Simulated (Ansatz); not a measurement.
TePd:
```
TePd
1.0
    1.94043    -5.36756     0.00000
    1.94043     5.36756     0.00000
    0.00000     0.00000     4.00067
Te Pd
2 2
Direct
  0.64157   0.35843   0.25000
  0.35843   0.64157   0.75000
  0.89589   0.10411   0.25000
  0.10411   0.89589   0.75000
```

Relaxed with DFT-r²SCAN in the program Ansatz with PAW potentials. Indices refer to the conventional cell of Cmcm, a = 3.881 Å, b = 10.735 Å, c = 4.001 Å, α = 90.00°, β = 90.00°, γ = 90.00°.

Q: Simulate the powder diffraction pattern (Co Kα, λ = 1.79026 Å; lines above 1 %) up to 2θ = 90°.

A: Simulated powder pattern, Co Kα, λ = 1.79026 Å (kinematic, ideal powder, no thermal factors, no anomalous dispersion; the 30 strongest lines at most, above 1 %, up to 2θ = 90°):

```tsv
2θ (°)	d (Å)	I/Imax (%)	hkl
38.78	2.696	100	(111)
38.97	2.684	40	(040)
39.79	2.631	8.0	(130)
47.36	2.229	12	(041)
48.06	2.198	51	(131)
53.17	2.000	21	(002)
54.94	1.940	19	(200)
56.91	1.879	3.6	(150)
63.52	1.701	16	(151)
67.85	1.604	16	(042)
68.41	1.592	3.5	(132)
69.40	1.572	15	(240)
75.42	1.463	6.0	(241)
77.75	1.426	4.9	(170)
79.99	1.393	13	(202)
81.64	1.369	2.5	(152)
83.56	1.343	5.5	(171)
83.68	1.342	2.0	(080)
89.43	1.272	6.4	(081)
```

The start of the workflow was typed in or built on a structure type; neither database checked (COD, Materials Project) lists it. COD files the formula under space group No. 194, so this cell is another polymorph or a model. Whether it is the stable phase at ambient conditions was not checked. The r²SCAN relaxation kept the symmetry of its start; whether a distortion lowers the energy is not shown. No spin polarisation was allowed. Scalar-relativistic: spin–orbit coupling is off unless named, which matters more the heavier the elements.

Potentials: the earlier of the program's two PAW sets.
